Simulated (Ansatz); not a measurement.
One crystal and one scan (energy against volume) at two levels, PBE (plane waves to 420 eV, PAW, scalar-relativistic; Ansatz, a program for electronic structure) and r2SCAN (plane waves to 500 eV, PAW, scalar-relativistic; Ansatz), each from its own relaxed cell and on its own mesh. The cell shown is that of PBE.

Y (hcp, Mg type)

```xyz
2
Lattice="3.6557 0.0000 0.0000 -1.8278 3.1659 0.0000 0.0000 0.0000 5.6788" Properties=species:S:1:pos:R:3 pbc="T T T"
Y      0.0000     2.1106     4.2591
Y      1.8278     1.0553     1.4197
```

This relaxed cell (volume V₀) is scaled evenly in all directions, its shape held. Symmetry pins the atoms to their sites.

The energy includes the smearing's −TS. The PAW data are Ansatz's earlier set. Y is run without spin polarisation. Y was relaxed with its symmetry unable to fall. With the shape held, the modulus is that of even scaling; a crystal free to change shape is softer. Percentages come from the unrounded values. Both scans cover V/V₀ from 0.840 to 1.160.

```tsv
quantity	PBE	r2SCAN	PBE − r2SCAN
Lattice constant a (Å)	3.656	3.683	-0.027 (-0.7 %)
Lattice constant c (Å)	5.679	5.698	-0.019 (-0.3 %)
Relaxed volume (Å³/atom)	32.86	33.46	-0.60 (-1.8 %)
Pressure at the smallest volume (GPa)	9.1	9.1	0.0
Energy cost of the largest compression (meV/atom)	134	136	-2 (-2 %)
Energy cost of the largest expansion (meV/atom)	87	88	-1 (-1 %)
Bulk modulus at fixed cell shape B₀ (third-order Birch-Murnaghan fit) (GPa)	40.6	40.4	+0.2 (+0.4 %)
Pressure derivative B₀′ (fit)	3.0	3.0	0.0
Pressure for 5 % compression (fit) (GPa)	2.2	2.2	0.0
```

PBE gives the lower value for: lattice constant a; lattice constant c; relaxed volume. They agree on: pressure at the smallest volume (within 1.5 %); energy cost of the largest expansion (within 1.5 %); bulk modulus at fixed cell shape B₀ (within 1.5 %).

ΔE (meV/atom), each from the relaxed starting cell of its own level:

```json
[
 {"V/V₀": "0.840", "PBE": "134", "r2SCAN": "136"},
 {"V/V₀": "0.880", "PBE": "71", "r2SCAN": "72"},
 {"V/V₀": "0.920", "PBE": "30", "r2SCAN": "30"},
 {"V/V₀": "0.960", "PBE": "7", "r2SCAN": "7"},
 {"V/V₀": "1.000", "PBE": "0", "r2SCAN": "0"},
 {"V/V₀": "1.040", "PBE": "6", "r2SCAN": "6"},
 {"V/V₀": "1.080", "PBE": "24", "r2SCAN": "24"},
 {"V/V₀": "1.120", "PBE": "51", "r2SCAN": "52"},
 {"V/V₀": "1.160", "PBE": "87", "r2SCAN": "88"}
]
```

(Under strain, the slope of the energy per volume gives the stress and its curvature an elastic modulus.)
